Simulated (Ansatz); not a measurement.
## Al: strain energy, fitted

Al, P6_3/mmc, a = 2.801 Å, c = 9.193 Å. This isn't the element's structure at ambient conditions. Ansatz: PBEsol+D3(BJ), PAW, 420 eV, Γ-centred 24×24×6 mesh on 4 atoms, Gaussian smearing 0.10 eV; no spin polarisation. Series: biaxial strain in the a-b plane, c and atoms relaxed; x is the strain in per cent. y is the free energy over the unstrained cell, V0 = 15.616 Å³/atom.

```tsv
x (%)	y (meV/atom)
-3.0	?
-2.0	7.45
-1.0	1.47
0.0	0.00
1.0	2.16
2.0	7.25
3.0	14.25
```

Task: Fit y = c2 x² + c3 x³ to the other rows, turn c2 into a modulus, and predict the missing energy.

Result: Least squares on the rows shown. y = 1.7747 x² − 0.055205 x³. In eV per unit strain² c2 is 17.75; M is the biaxial modulus (E = M V0 ε²): 17.75 × 160.2 / (15.616) = 182 GPa. The unstrained cell keeps some stress along the strain, worth a slope of 0.34 meV/atom per %, which the form leaves out. With a term in x⁴ added, the coefficient of x² becomes 1.990, 12 % more, which shows how far this figure hangs on the form. At x = -3.0 the fit asked for gives 17.46 meV/atom. The run gave 17.58 meV/atom, so the fit is 0.12 meV/atom too low, within the rms miss on the fitted rows (0.38 meV/atom).